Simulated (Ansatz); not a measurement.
Relaxing a structure of CdAu

The start is a relaxed CdAu cell with every coordinate shifted by Gaussian noise of σ = 0.2 Å. The cell and all atomic positions are relaxed at zero pressure with PBEsol (plane waves to 420 eV, PAW, scalar-relativistic; Ansatz, a first-principles code). The first steps use a coarse 12×12×7 k-mesh.

The start:
```
CdAu
1.0
    3.03170     0.00000     0.00000
   -1.51585     2.62553     0.00000
    0.00000     0.00000     4.59365
Cd Au
1 1
Direct
  0.05761   0.97236   0.97490
  0.39291   0.62221   0.41138
```

Task: What pressure does the first self-consistent step give?

Result: +6.4 GPa (positive: the cell is compressed).

Task: What is the largest force in the starting geometry, and on which atom (counted from 1)?

Result: 2.26 eV/Å, on Cd1, Au2 (atoms numbered as listed).

Task: By how much does the energy per atom fall from start to end?

Result: 0.16 eV/atom.

Task: Does it find its way back to the structure it was made from?

Result: It returns to the parent structure, P-6m2 (No. 187).

Task: How do the shortest distances between atoms change?

Result: The closest pairs of elements (up to four, under 3.6 Å), start → end: Au–Cd 2.63 → 2.89 Å; Cd–Cd 3.03 → 3.03 Å; Au–Au 3.03 → 3.03 Å.

Final structure:

```cif
data_AuCd
_chemical_formula_sum 'Cd1 Au1'
_space_group_name_H-M_alt 'P-6m2'
_space_group_IT_number 187
_space_group_name_Hall 'P -6 2'
_cell_length_a 3.03060
_cell_length_b 3.03060
_cell_length_c 4.59618
_cell_angle_alpha 90.000
_cell_angle_beta 90.000
_cell_angle_gamma 120.000
loop_
_atom_site_label
_atom_site_type_symbol
_atom_site_symmetry_multiplicity
_atom_site_Wyckoff_symbol
_atom_site_fract_x
_atom_site_fract_y
_atom_site_fract_z
_atom_site_occupancy
Cd1 Cd 1 b 0.00000 0.00000 0.50000 1
Au1 Au 1 c 0.33333 0.66667 0.00000 1
```

Final values are on a 18×18×10 k-mesh of the relaxed cell. No spin polarisation in the result.

The cell that was disturbed is our relaxation of an entry of Materials Project.
